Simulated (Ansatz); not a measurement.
MgB₂

Level of theory: DFT, r²SCAN, scalar-relativistic, no spin polarisation; plane waves to 500 eV with PAW datasets (Ansatz 0.2.0), 12×12×10 k-mesh, Gaussian smearing of 0.05 eV. The datasets are Ansatz's generated set soft_2.

```
Mg B
1.0
     3.07215    0.00000    0.00000
    -1.53607    2.66056    0.00000
     0.00000    0.00000    3.49936
Mg B
1 2
Cartesian
  0.0000 0.0000 0.0000
  0.0000 1.7737 1.7497
  1.5361 0.8869 1.7497
```

The chain of runs began from a cell as deposited in COD, expanded in volume.

The pressure at this geometry is 0.0 GPa.

**Question.** Which orbitals carry the states at the Fermi level, and how many states are there?

**Answer.** Within 0.1 eV of it: B 2p 95 % (shares among the projected shells). The density of states at the Fermi level is about 0.66 states/eV per cell, averaged over 0.3 eV.

Density of states (tetrahedra, averaged over 0.4 eV; states/eV per cell of 3 atoms; energy in eV from the Fermi level; projections on Löwdin-orthogonalised atomic orbitals, summed over sites):

```
    E  total  B 2p  B 2s  Mg 3s
-6.45   0.56  0.39  0.14   0.02
-6.05   0.54  0.40  0.12   0.02
-5.65   0.63  0.49  0.11   0.03
-5.25   0.71  0.57  0.11   0.03
-4.85   0.65  0.53  0.09   0.02
-4.45   0.79  0.66  0.10   0.03
-4.05   0.84  0.71  0.09   0.03
-3.65   0.90  0.78  0.09   0.02
-3.25   0.95  0.84  0.08   0.02
-2.85   1.03  0.93  0.07   0.02
-2.45   1.13  1.04  0.06   0.01
-2.05   1.09  1.02  0.05   0.01
-1.65   0.88  0.83  0.03   0.01
-1.25   0.78  0.73  0.02   0.01
-0.85   0.79  0.72  0.02   0.03
-0.45   0.72  0.66  0.01   0.03
-0.05   0.67  0.61  0.01   0.03
 0.35   0.53  0.48  0.00   0.03
 0.75   0.32  0.27  0.00   0.02
 1.15   0.27  0.22  0.00   0.02
 1.55   0.26  0.21  0.00   0.02
 1.95   0.27  0.22  0.00   0.02
 2.35   0.32  0.24  0.01   0.03
 2.75   0.37  0.25  0.02   0.05
 3.15   0.41  0.27  0.02   0.06
 3.55   0.41  0.24  0.02   0.08
 3.95   0.44  0.23  0.02   0.09
```
